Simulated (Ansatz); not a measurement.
The relaxed structure here is a generated cell of Au: the first start was made by placing the elements on the sites of a structure type, and the end was not matched to a known phase here, so it may be hypothetical. Known forms of Au include space group No. 225.

The end point of a relaxation of Au. Space group Im-3m (No. 229), bcc (W type). Computed with PBEsol (plane waves to 420 eV, PAW, scalar-relativistic; Ansatz, a quantum-chemistry and plane-wave program).

```cif
data_Au2
_chemical_formula_sum 'Au2'
_space_group_name_H-M_alt 'Im-3m'
_space_group_IT_number 229
_space_group_name_Hall '-I 4 2 3'
_cell_length_a 3.24273
_cell_length_b 3.24273
_cell_length_c 3.24273
_cell_angle_alpha 90.000
_cell_angle_beta 90.000
_cell_angle_gamma 90.000
loop_
_atom_site_label
_atom_site_type_symbol
_atom_site_symmetry_multiplicity
_atom_site_Wyckoff_symbol
_atom_site_fract_x
_atom_site_fract_y
_atom_site_fract_z
_atom_site_occupancy
Au1 Au 2 a 0.00000 0.00000 0.00000 1
```
(The calculation used a cell of 1 atom; values per cell refer to that cell.)

```json
{
  "volume_per_atom": "17.05 Å³",
  "density": "19.18 g/cm³",
  "band_gap": "no gap (metallic)",
  "shortest_distances": "Au–Au 2.81 Å",
  "k-mesh": "20×20×20"
}
```

No spin polarisation in the result.

The run could not lose the symmetry of its start, so the end can be a saddle point.
